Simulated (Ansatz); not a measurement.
SiRu in space group P-6m2 (No. 187; Ru on 1a, Si on 1f), PBE (plane waves, PAW; program Ansatz), all energies at zero smearing, with the estimated change up to a 700 eV cutoff added, with one set of potentials and settings (totals compare only within such a set). Cell of 2 atoms (1 Ru, 1 Si): -6515.485 eV.

| element | reference phase | E (eV/atom) |
|---|---|---|
| Ru | P6_3/mmc, 2 atoms in the cell | -5878.6876 |
| Si | Fd-3m, 2 atoms in the cell | -635.8096 |

Formation energy per atom, worked out: (-6515.485 − 1×(-5878.6876) − 1×(-635.8096))/2 = -0.494 eV/atom (-48 kJ per mol of atoms), at 0 K, without zero-point energy or fitted corrections.

The cell is a constructed one: a structure type filled with these elements; neither database checked (COD, Materials Project) lists it. Its standing as an ambient phase is unchecked. Symmetry was held in the PBE relaxation; whether a distortion lowers the energy is not shown. No spin polarisation was allowed. The references are the lowest solids computed at this level, not always the standard phases.

Potentials: the later of the program's two PAW sets.
